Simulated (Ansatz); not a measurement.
A relaxation computed with Ansatz, from input to last step.

```yaml
crystal:
  lattice:
    - [4.972998, -0.19666, 0.022586]
    - [-0.19666, 4.929606, -0.10694]
    - [0.022586, -0.10694, 4.824463]
  atoms:
    - { symbol: C, position: [0.4447098171, 0.909510578, 0.363584219] }
    - { symbol: C, position: [0.5200953743, 0.1956362309, 0.9204282351] }
    - { symbol: C, position: [0.66619657, 0.587841644, 0.6243990189] }
    - { symbol: C, position: [0.158728298, 0.5471468594, 0.2167896237] }
    - { symbol: C, position: [0.9483548538, 0.961019276, 0.3943259108] }
    - { symbol: C, position: [0.17107686, 0.5934443745, 0.7282087371] }
    - { symbol: C, position: [0.8822537672, 0.4716632815, 0.7430117527] }
    - { symbol: C, position: [0.6940263045, 0.8461436285, 0.4619995903] }
    - { symbol: C, position: [0.1774462063, 0.7534690381, 0.4526888336] }
    - { symbol: C, position: [0.3901757685, 0.9831415344, 0.0836473711] }
    - { symbol: C, position: [0.801290178, 0.2793287976, 0.9503214107] }
    - { symbol: C, position: [0.2430092517, 0.7239143684, 0.0007297732] }
    - { symbol: B, position: [0.4162352316, 0.4336505588, 0.7447098008] }
    - { symbol: B, position: [0.9839189984, 0.2415605856, 0.2053899892] }
  symmetry: { detect: false }
basis:
  ecutwfc: 420
kpoints:
  mp_grid: { grid: [3, 3, 3], shift: [0.0, 0.0, 0.0] }
hamiltonian:
  xc: pbe
scf:
  occupations: { method: gaussian, width: 0.1 }
  lower_state_search: "off"
output:
  forces: true
  stress: true
  eigenvalues: true
relax:
  adjacent_minimum: "off"
  f_tol: 0.04
  max_steps: 70
  cell: { stress_tol: 0.3 }
```

```bash
ansatz run input.yaml --threads 2 --pin off --max-ram 5120MiB --backend cpu --events-out ev --progress --plain --runs-dir out
```

Theory: Ansatz 0.2.0, DFT PBE, scalar-relativistic, plane waves, PAW.

Of 18 frames 10 are shown, positions in Å and forces in eV/Å; the SCF threshold varies from step to step. Steps run on the plane waves of an earlier cell, with a Pulay correction in the pressure. The basis is chosen afresh for the last frame, the zero of the energies, and can be on the way; energy and pressure step there, also at an unchanged geometry.

```xyz
14
Lattice="4.9730 -0.1967 0.0226 -0.1967 4.9296 -0.1069 0.0226 -0.1069 4.8245" Properties=species:S:1:pos:R:3:forces:R:3 pbc="T T T" step=1 free_energy_over_end_meV_per_atom=193.95 pressure_GPa=-2.26
C     2.0409    4.3572    1.6669   -0.4600    0.2750    0.3870
C     2.5687    0.7637    4.4314   -0.0500    0.0180    0.3200
C     3.2115    2.7000    2.9646    1.4100    0.6130   -0.2250
C     0.6866    2.6428    0.9910   -0.5140    0.2440    0.2180
C     4.5361    4.5088    1.8211    0.5570    0.6600   -0.1010
C     0.7505    2.8139    3.4536   -2.8400    1.4490   -2.2840
C     4.3115    2.0722    3.5541    0.5530    1.0720    0.4230
C     3.2954    3.9853    2.1541    0.0460   -1.9450    1.0970
C     0.7445    3.6310    2.1074    0.9190    1.1240    1.4920
C     1.7489    4.7608    0.3072    0.2220   -0.4500   -0.3180
C     3.9513    1.1178    4.5730   -0.3700   -0.8610    0.8720
C     1.0661    3.5207   -0.0684   -1.1470   -0.9230   -0.8730
B     2.0015    1.9762    3.5559    1.0270   -1.3140   -0.7430
B     4.8502    0.9753    0.9873    0.6450    0.0390   -0.2630
14
Lattice="5.0809 -0.0894 0.0484 -0.1134 4.4738 -0.0486 0.0477 -0.0336 5.0517" Properties=species:S:1:pos:R:3:forces:R:3 pbc="T T T" step=3 free_energy_over_end_meV_per_atom=76.91 pressure_GPa=0.37
C     2.1758    4.0423    1.7960   -0.1750    0.2630    0.0110
C     2.7356    0.7488    4.6825   -0.0190    0.0380    0.1580
C     3.4003    2.5458    3.1864   -0.3390    0.2560   -0.2750
C     0.6502    2.4631    1.0876   -0.1480    0.1720   -0.2530
C     4.7096    4.2661    2.0095    0.2550   -0.0420   -0.0710
C     0.7900    2.6272    3.6041   -0.1270    0.0940    0.0910
C     4.4969    2.0049    3.8252    0.1400   -0.1190    0.0920
C     3.4561    3.7152    2.3373   -0.0980   -0.5960   -0.0030
C     0.8596    3.4111    2.2770   -0.0500    0.3170   -0.0310
C     1.9297    4.2992    0.3773   -0.0330   -0.5170    0.0230
C     4.0985    1.1179    4.8998   -0.1310    0.0810   -0.3310
C     1.0544    3.2040   -0.0615    0.3770    0.5620    0.3940
B     2.1409    1.7922    3.6597    0.5310   -0.5260    0.0910
B     4.9581    1.0106    1.0751   -0.1830    0.0200    0.1040
14
Lattice="5.1129 0.0139 0.1028 -0.0227 4.2298 -0.1515 0.0945 -0.1257 5.0993" Properties=species:S:1:pos:R:3:forces:R:3 pbc="T T T" step=5 free_energy_over_end_meV_per_atom=61.64 pressure_GPa=-0.31
C     2.2682    3.8998    1.7922   -0.0870    0.5290    0.2670
C     2.8598    0.6430    4.7517    0.1920    0.1140   -0.0530
C     3.5170    2.3593    3.1426    0.2820   -0.1190    0.0430
C     0.6502    2.3823    1.0463   -0.0880    0.2850    0.5030
C     4.8107    4.1055    1.9793   -0.0390   -0.3670    0.0310
C     0.8970    2.4377    3.5959    0.0270    0.0600    0.2150
C     4.6316    1.8832    3.8416   -0.0290   -0.0260    0.0650
C     3.5517    3.4932    2.2895   -0.0270   -0.1010    0.0610
C     0.9587    3.2587    2.2701    0.2270   -0.4090   -0.1390
C     2.0747    4.0900    0.3419   -0.2100    0.3020    0.1180
C     4.2087    1.0243    4.9279   -0.0030    0.0370   -0.0030
C     1.1335    3.0993   -0.0961   -0.0390   -0.0370   -0.3090
B     2.2800    1.5649    3.6219   -0.3120   -0.2320   -0.3730
B     4.9501    1.0665    1.1097    0.1070   -0.0360   -0.4270
14
Lattice="5.1170 0.1170 0.1689 0.0674 3.9409 -0.3388 0.1497 -0.3010 5.0573" Properties=species:S:1:pos:R:3:forces:R:3 pbc="T T T" step=7 free_energy_over_end_meV_per_atom=24.35 pressure_GPa=1.15
C     2.3342    3.8026    1.7898   -0.1000    0.5340    0.6340
C     2.9543    0.4804    4.7231    0.0790    0.1550   -0.5500
C     3.6272    2.0567    2.9737   -0.0220    0.1950    0.1430
C     0.6552    2.2820    0.9732   -0.3500    0.4830    0.5890
C     4.9081    3.8043    1.8307   -0.0120   -0.4540   -0.7970
C     1.0074    2.1539    3.4861    0.0190    0.4340    0.4070
C     4.7490    1.6633    3.7503   -0.0260    0.1920    0.2180
C     3.6355    3.1878    2.1652    0.1590   -0.3810   -0.0770
C     1.0795    3.0125    2.1982    0.3330   -0.5120   -0.0140
C     2.1453    3.9409    0.2677    0.0800    0.2330   -0.1000
C     4.3058    0.8344    4.8231   -0.1790    0.0310    0.9220
C     1.2009    2.9961   -0.1737   -0.2640   -0.2490   -0.6320
B     2.3879    1.1635    3.3588   -0.2450   -0.4010   -0.7440
B     4.9801    1.0304    1.0573    0.5260   -0.2600    0.0020
14
Lattice="5.0727 0.1256 0.1591 0.0796 3.9912 -0.2846 0.1419 -0.2497 5.0456" Properties=species:S:1:pos:R:3:forces:R:3 pbc="T T T" step=9 free_energy_over_end_meV_per_atom=6.86 pressure_GPa=2.37
C     2.3149    3.8995    1.8565   -0.0050    0.1160    0.0350
C     2.9277    0.5481    4.6929   -0.3720   -0.1670    0.1140
C     3.6097    2.1015    2.9744   -0.1290    0.0530   -0.2110
C     0.6099    2.3619    1.0320    0.3350    0.3390   -0.0490
C     4.8907    3.8232    1.8126   -0.1570   -0.5260   -0.2850
C     1.0132    2.2290    3.5357   -0.3160    0.2530   -0.0460
C     4.7138    1.7416    3.7825   -0.0340    0.3590    0.2220
C     3.6189    3.2338    2.1799   -0.0310    0.1340    0.1520
C     1.1020    3.0525    2.2427   -0.0700    0.1560    0.2050
C     2.1156    4.0280    0.3102   -0.2340   -0.3210   -0.3730
C     4.2560    0.9355    4.8619    0.0330   -0.0900    0.1910
C     1.1839    3.0428   -0.1426    0.7010    0.2270    0.1600
B     2.3674    1.1892    3.3121    0.0050   -0.3260   -0.1250
B     4.9651    1.0692    1.0803    0.2730   -0.2070    0.0100
14
Lattice="5.0867 0.0945 0.1418 0.0529 4.1007 -0.2673 0.1264 -0.2358 5.0484" Properties=species:S:1:pos:R:3:forces:R:3 pbc="T T T" step=10 free_energy_over_end_meV_per_atom=7.55 pressure_GPa=-3.56
C     2.2850    3.9977    1.8680    0.3110    0.1940    0.1940
C     2.8897    0.5585    4.6819    0.7100    0.4750    0.0880
C     3.5874    2.1590    2.9814   -0.4110    0.1490   -0.4860
C     0.6251    2.4315    1.0518   -0.3250   -0.3670   -0.5850
C     4.8875    3.8701    1.7924   -0.4960   -0.3690   -0.1200
C     0.9783    2.3176    3.5503   -0.1710   -0.0060    0.0860
C     4.6847    1.8060    3.7960   -0.0140    0.0370    0.3400
C     3.6036    3.3108    2.1890   -0.1200    0.0220    0.1110
C     1.0729    3.1342    2.2519    0.3480    0.3230    0.5130
C     2.0735    4.1267    0.3038    0.1830   -0.0880    0.2240
C     4.2398    0.9622    4.8719   -0.5140   -0.1100   -0.2860
C     1.1898    3.1194   -0.1336    0.0470   -0.4200   -0.0490
B     2.3336    1.2157    3.2985    0.3200   -0.1040   -0.0080
B     5.0082    1.0436    1.0652    0.1310    0.2620   -0.0210
14
Lattice="5.0758 0.1173 0.1424 0.0734 4.0372 -0.2797 0.1260 -0.2464 5.0517" Properties=species:S:1:pos:R:3:forces:R:3 pbc="T T T" step=12 free_energy_over_end_meV_per_atom=1.12 pressure_GPa=-0.20
C     2.2984    3.9494    1.8647   -0.0020    0.0980    0.0500
C     2.9025    0.5627    4.6956    0.0380   -0.0080   -0.0120
C     3.5832    2.1263    2.9613   -0.0020    0.0480   -0.0030
C     0.6339    2.3874    1.0339   -0.1660   -0.0150    0.2070
C     4.8759    3.8094    1.7545    0.0620   -0.1560    0.0330
C     0.9799    2.2801    3.5495    0.0000    0.0420   -0.0300
C     4.6816    1.7993    3.7985   -0.0650    0.0290   -0.0160
C     3.5974    3.2704    2.1788    0.1090   -0.0750   -0.0310
C     1.0906    3.0929    2.2545   -0.1080    0.0070   -0.0540
C     2.1121    4.0576    0.3008    0.0990    0.1390    0.0380
C     4.2333    0.9643    4.8706   -0.0380   -0.0180   -0.0010
C     1.2276    3.0571   -0.1414   -0.0320   -0.0610   -0.0350
B     2.3467    1.1938    3.3022    0.0260   -0.0700   -0.0580
B     4.9869    1.0582    1.0667    0.0800    0.0380   -0.0880
14
Lattice="5.0746 0.1231 0.1440 0.0791 4.0334 -0.2807 0.1274 -0.2473 5.0475" Properties=species:S:1:pos:R:3:forces:R:3 pbc="T T T" step=14 free_energy_over_end_meV_per_atom=0.75 pressure_GPa=0.00
C     2.3014    3.9537    1.8669   -0.0040   -0.0170   -0.0180
C     2.9063    0.5656    4.6925    0.0170   -0.0030    0.0170
C     3.5846    2.1295    2.9593   -0.0180    0.0070    0.0000
C     0.6328    2.3837    1.0394    0.0320   -0.0250   -0.0590
C     4.8810    3.8020    1.7488   -0.0460    0.0160    0.0200
C     0.9804    2.2836    3.5487    0.0010   -0.0040    0.0080
C     4.6822    1.8046    3.7959   -0.0150   -0.0150    0.0110
C     3.6016    3.2679    2.1731    0.0170    0.0200    0.0090
C     1.0924    3.0917    2.2548    0.0210    0.0130    0.0180
C     2.1134    4.0662    0.3044   -0.0310   -0.0130   -0.0010
C     4.2381    0.9630    4.8651    0.0030    0.0200   -0.0140
C     1.2289    3.0582   -0.1385    0.0080   -0.0020    0.0030
B     2.3506    1.1932    3.2974   -0.0010   -0.0020    0.0240
B     5.0047    1.0507    1.0563    0.0180    0.0040   -0.0180
14
Lattice="5.0742 0.1198 0.1437 0.0759 4.0347 -0.2809 0.1271 -0.2475 5.0481" Properties=species:S:1:pos:R:3:forces:R:3 pbc="T T T" step=16 free_energy_over_end_meV_per_atom=0.06 pressure_GPa=0.05
C     2.2983    3.9533    1.8669    0.0080   -0.0080    0.0020
C     2.9048    0.5645    4.6940    0.0070    0.0020    0.0050
C     3.5810    2.1294    2.9612   -0.0030    0.0110   -0.0100
C     0.6318    2.3828    1.0379    0.0090   -0.0100   -0.0090
C     4.8779    3.8000    1.7487   -0.0220    0.0080    0.0060
C     0.9783    2.2834    3.5486    0.0010   -0.0050   -0.0010
C     4.6793    1.8023    3.7960   -0.0120    0.0010   -0.0030
C     3.5988    3.2677    2.1742    0.0020   -0.0030    0.0010
C     1.0899    3.0917    2.2543    0.0080    0.0010    0.0060
C     2.1093    4.0665    0.3046   -0.0140    0.0060    0.0040
C     4.2367    0.9609    4.8650    0.0040   -0.0040   -0.0160
C     1.2263    3.0582   -0.1391   -0.0010   -0.0040   -0.0050
B     2.3481    1.1921    3.2993   -0.0010    0.0100    0.0090
B     5.0063    1.0459    1.0533    0.0150   -0.0060    0.0120
14
Lattice="5.0759 0.1242 0.1477 0.0796 4.0246 -0.2844 0.1308 -0.2504 5.0538" Properties=species:S:1:pos:R:3:forces:R:3 pbc="T T T" step=18 free_energy_over_end_meV_per_atom=0.00 pressure_GPa=-0.05
C     2.3035    3.9444    1.8669    0.0150   -0.0180   -0.0130
C     2.9102    0.5625    4.7016    0.0180    0.0010   -0.0060
C     3.5868    2.1257    2.9667    0.0050    0.0140    0.0090
C     0.6366    2.3743    1.0372   -0.0050    0.0110   -0.0020
C     4.8841    3.7949    1.7523   -0.0240   -0.0030   -0.0080
C     0.9824    2.2767    3.5514    0.0030   -0.0020   -0.0060
C     4.6851    1.7993    3.8022   -0.0120   -0.0070    0.0090
C     3.6049    3.2613    2.1764   -0.0080   -0.0140   -0.0060
C     1.0946    3.0833    2.2547    0.0070   -0.0060    0.0010
C     2.1132    4.0590    0.3037    0.0030    0.0130    0.0200
C     4.2430    0.9578    4.8716    0.0080    0.0010    0.0130
C     1.2286    3.0523   -0.1406   -0.0090    0.0020   -0.0050
B     2.3529    1.1894    3.3053    0.0050    0.0130    0.0060
B     5.0116    1.0447    1.0549   -0.0060   -0.0050   -0.0130
```

Time: 90 s on 2 threads of Arm Neoverse V1, with other jobs on the host, peak memory 0.38 GiB.

The k mesh is coarse.